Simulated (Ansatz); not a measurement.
Ansatz (a program for electronic structure) input:

Ansatz 0.2 input:
```yaml
crystal:
  lattice:
    - [-3.2273359676, 3.2273359676, 3.2273359676]
    - [3.2273359676, -3.2273359676, 3.2273359676]
    - [3.2273359676, 3.2273359676, -3.2273359676]
  atoms:
    - { symbol: N, position: [0.5614917869, 0.5614917869, 0.5614917869] }
    - { symbol: N, position: [0.4385082131, 0.5, 0.0] }
    - { symbol: N, position: [0.5, 0.0, 0.9385082131] }
    - { symbol: N, position: [0.0, 0.4385082131, 0.5] }
    - { symbol: N, position: [0.9385082131, 0.5, 0.0] }
    - { symbol: N, position: [0.0614917869, 0.0614917869, 0.0614917869] }
    - { symbol: N, position: [0.0, 0.9385082131, 0.5] }
    - { symbol: N, position: [0.5, 0.0, 0.4385082131] }
    - { symbol: Si, position: [0.25, 0.125, 0.875] }
    - { symbol: Si, position: [0.875, 0.25, 0.125] }
    - { symbol: Si, position: [0.75, 0.375, 0.625] }
    - { symbol: Si, position: [0.625, 0.75, 0.375] }
    - { symbol: Si, position: [0.125, 0.875, 0.25] }
    - { symbol: Si, position: [0.375, 0.625, 0.75] }
kpoints:
  mp_grid: { grid: [4, 4, 4] }
hamiltonian:
  xc: hse06
  pseudopotentials: { azcp: { folder: ./paw }, kind: paw }
scf:
  n_extra_bands: 14
  occupations: { method: fixed }
output:
  eigenvalues: true
  eigenstates:
    e_range: [-9.0, 13.9]
    kpoints:
      - [-0.005208, 0.333333, 0.333333]  # VBM
      - [0.223958, 0.223958, -0.223958]  # CBM
      - [0.0, 0.0, 0.0]  # GAMMA
      - [0.5, -0.5, 0.5]  # H
      - [0.25, 0.25, 0.25]  # P
      - [0.0, 0.0, 0.5]  # N
```

Output (shortened):

```
Pseudopotential: N, paw, valence charge 5
Pseudopotential: Si, paw, valence charge 4
Functional definition: HSE06
davidson cushion auto → on  (no smearing: the cushion is to keep the highest requested band from converging to the state above it …
Crystal: 14 atoms, lattice volume = 134.460 Å³
Basis set: ecut = 420 eV, 2659 PW (Γ)
Bands: 46, of which v1, the nominal top of the filled ones, is band 32 counted from 1 (31 counted from 0)
Symmetry: 24 space group operations
Space group: I-43d (ITA 220), of the structure as read, at distance tolerance 5.1e-5 Å
k-points: 8 of 64 (time reversal used)
SCF iter   1: F=—  HF=-6911.430551 eV  |F-HF|=—  |Δ(HF+E_count)|=         —  Δρ=1.60e-1  dr2=3.60e1  ethr=1.00e-1  ⟨swp⟩=4.6  Hψ=1385  notcnv=0
preconditioner: auto → none
iter 2 solved again at ethr=5.57e-3 eV; its pass at ethr=5.63e-2 eV (dr2=3.57e0 eV) is discarded
SCF iter   2: F=—  HF=-6901.345351 eV  |F-HF|=—  |Δ(HF+E_count)|=    1.01e1  Δρ=7.23e-2  dr2=3.61e0  ethr=5.57e-3  ⟨swp⟩=2.5  Hψ=1857  notcnv=0  defer=2
SCF iter   3: F=—  HF=-6900.390478 eV  |F-HF|=—  |Δ(HF+E_count)|=   9.55e-1  Δρ=2.66e-2  dr2=3.93e-1  ethr=5.57e-3  ⟨swp⟩=3.4  Hψ=896  notcnv=0  defer=1
SCF iter   4: F=—  HF=-6900.412037 eV  |F-HF|=—  |Δ(HF+E_count)|=   2.16e-2  Δρ=2.86e-3  dr2=9.04e-3  ethr=6.14e-4  ⟨swp⟩=3.5  Hψ=890  notcnv=0  defer=1
SCF iter   5: F=-6900.409564 eV  HF=-6900.409927 eV  |F-HF|=3.63e-4  |Δ(HF+E_count)|=   2.11e-3  Δρ=7.01e-4  dr2=5.03e-4  ethr=1.41e-5  ⟨swp⟩=4.8  Hψ=1154  notcnv=0  defer=1
SCF 1 stopped early in 5 iterations: F = -6900.409564 eV  dr2 = 5.03e-4
Crystal: 14 atoms, lattice volume = 134.460 Å³
Exchange kernel: α = 0.2500, screened, ω = 0.2079 Å⁻¹, Wigner–Seitz truncation, v(0) = 1046.3490 eV·Å³, q-mesh 4×4×4, nearest image of the exchange supercell L …
Frozen-core exchange: fock
SCF iter   1: F=—  HF=-6903.681190 eV  |F-HF|=—  |Δ(HF+E_count)|=         —  Δρ=6.95e-3  dr2=4.56e-2  ethr=7.86e-6  ⟨swp⟩=7.9  Hψ=1969  notcnv=0
preconditioner: auto → none
SCF iter   2: F=—  HF=-6903.663759 eV  |F-HF|=—  |Δ(HF+E_count)|=   1.74e-2  Δρ=2.94e-3  dr2=6.98e-3  ethr=7.86e-6  ⟨swp⟩=4.0  Hψ=1278  notcnv=0
SCF iter   3: F=—  HF=-6903.682101 eV  |F-HF|=—  |Δ(HF+E_count)|=   1.83e-2  Δρ=6.13e-4  dr2=5.70e-4  ethr=7.86e-6  ⟨swp⟩=3.8  Hψ=1023  notcnv=0
SCF iter   4: F=—  HF=-6903.681894 eV  |F-HF|=—  |Δ(HF+E_count)|=   2.07e-4  Δρ=2.05e-4  dr2=1.13e-4  ethr=7.96e-7  ⟨swp⟩=3.0  Hψ=890  notcnv=0
SCF iter   5: F=—  HF=-6903.682402 eV  |F-HF|=—  |Δ(HF+E_count)|=   5.08e-4  Δρ=2.79e-4  dr2=1.07e-4  ethr=6.27e-8  ⟨swp⟩=4.5  Hψ=1256  notcnv=0
SCF iter   6: F=-6903.682366 eV  HF=-6903.682366 eV  |F-HF|=2.46e-8  |Δ(HF+E_count)|=   3.65e-5  Δρ=1.30e-5  dr2=3.00e-6  ethr=6.27e-8  ⟨swp⟩=3.0  Hψ=1156  notcnv=0
SCF 2 stopped early in 6 iterations: F = -6903.682366 eV  dr2 = 3.00e-6
hybrid outer 1: dexx = +2.352e-2 eV, tail = 2.99e-5 eV
Crystal: 14 atoms, lattice volume = 134.460 Å³
Exchange kernel: α = 0.2500, screened, ω = 0.2079 Å⁻¹, Wigner–Seitz truncation, v(0) = 1046.3490 eV·Å³, q-mesh 4×4×4, nearest image of the exchange supercell L …
Frozen-core exchange: fock
SCF iter   1: F=—  HF=-6903.682231 eV  |F-HF|=—  |Δ(HF+E_count)|=         —  Δρ=2.60e-5  dr2=2.79e-7  ethr=2.34e-7  ⟨swp⟩=3.4  Hψ=948  notcnv=0
preconditioner: auto → none
SCF iter   2: F=-6903.682231 eV  HF=-6903.682231 eV  |F-HF|=2.25e-8  |Δ(HF+E_count)|=   2.34e-7  Δρ=7.88e-6  dr2=4.97e-8  ethr=4.02e-10  ⟨swp⟩=5.0  Hψ=1462  notcnv=0
SCF 3 converged in 2 iterations: F = -6903.682231 eV  dr2 = 4.97e-8
hybrid outer 2: dexx = +2.932e-7 eV, tail = 1.21e-7 eV, Δε = 1.51e-3 eV (about 1.03e-4 eV left of the loop's levels)
NSCF: frozen V_eff on 6 k-points
hybrid SCF converged: 2 outer / 8 inner (+5 warm-up), last move |dexx| = 2.93e-7 eV, tail = 1.21e-7 eV
Stability not checked (fock_operator)
Free energy (F): -6903.682232 eV
Frozen-core exchange: fock
Harris-Foulkes:  -6903.682232 eV  (|F-HF|=2.25e-8)
Internal energy: -6903.682232 eV  (E = F + TS)
E sigma→0 (E₀):  -6903.682232 eV
Fermi energy:    8.494416 eV
--- Per-component energies (eV) ---
  E_band       = 50.164152
  E_kinetic    = 1336.176055
  E_local      = -1617.091091  (includes V_loc(G=0)·N_el)
  E_nonlocal   = 395.593365
  E_hartree    = 558.248049
  E_xc         = -669.864020
  E_vxc        = -729.488344  (∫ρ·V_xc dr)
  E_exx        = -149.234501  (= α·E_x^exact, valence–valence)
  E_paw        = -4109.809408  (= ΣΔE_a)
  E_vpaw       = -153.064557  (= ΣTr[D̂ρ^β])
  E_aug_tail   = 0.007291  (compensation charges beyond the density's cutoff)
  E_ewald      = -2647.176099
  E_core_change = -0.531871  (= ΣΔE_core)
  E_smearing   =  0.000000  (= −TS)
  E_closure    =  0.000000  (closes the sum)
  Σ components = -6903.682232   (vs F -6903.682232, Δ=0.00e0)
  [band-id]    e_kinetic+e_local+e_nonlocal+2·e_hartree+e_vxc+2·e_exx+e_vpaw+e_augmentation_tail = 50.159814   (vs E_band 50.164152, Δ=-4.34e-3)
--- Band table (eV; the first three rows and the last of 8) ---
  k-point 0: bands = ["-11.3183", "-8.2254", "-8.2254", "-8.2254", "-7.6849", "-7.6849", "-7.6849", "-6.9512", "-1.9447", "-1.9447", "-0.7906", "-0.7906", "-0.7906", "2.4992", "2.4992", "2.4992", "2.7498", "4.3346", "4.3346", "4.3475", "4.3475", "4.3475", …
  k-point 1: bands = ["-10.9901", "-8.8338", "-8.3793", "-8.3573", "-7.7788", "-7.7051", "-7.5394", "-6.9706", "-1.4555", "-1.3766", "-0.4697", "-0.3396", "-0.0513", "1.7726", "2.3112", "2.6512", "3.3643", "3.4658", "3.7956", "4.0155", "4.3490", "4.4914", …
  k-point 2: bands = ["-10.0671", "-10.0671", "-8.4808", "-8.4808", "-7.7666", "-7.7666", "-7.2058", "-7.2058", "-0.7657", "-0.7657", "-0.1219", "-0.1219", "1.7294", "1.7294", "1.9626", "1.9626", "2.8665", "2.8665", "3.5456", "3.5456", "3.9136", "3.9136", …
  k-point 7: bands = ["-8.9557", "-8.9557", "-8.9557", "-8.9557", "-8.9557", "-8.9557", "-7.1145", "-7.1145", "0.9129", "0.9129", "0.9129", "0.9129", "0.9129", "0.9129", "2.6890", "2.6890", "2.6890", "2.6890", "2.6890", "2.6890", "3.9265", "3.9265", "3.9265", …
```

Cost: around 100 core-seconds (rough) on shared cores.

The points marked VBM and CBM come from a semilocal run.

The workflow started from an entry of the Crystallography Open Database (COD), which files this formula under 4 space groups. It is not the phase usual at ambient conditions (space group No. 176). The cell was relaxed with PBEsol under the symmetry of its start; phonons on a q-mesh show no instability.

Potentials: the earlier of the program's two PAW sets.

Ansatz is a plane-wave DFT program.
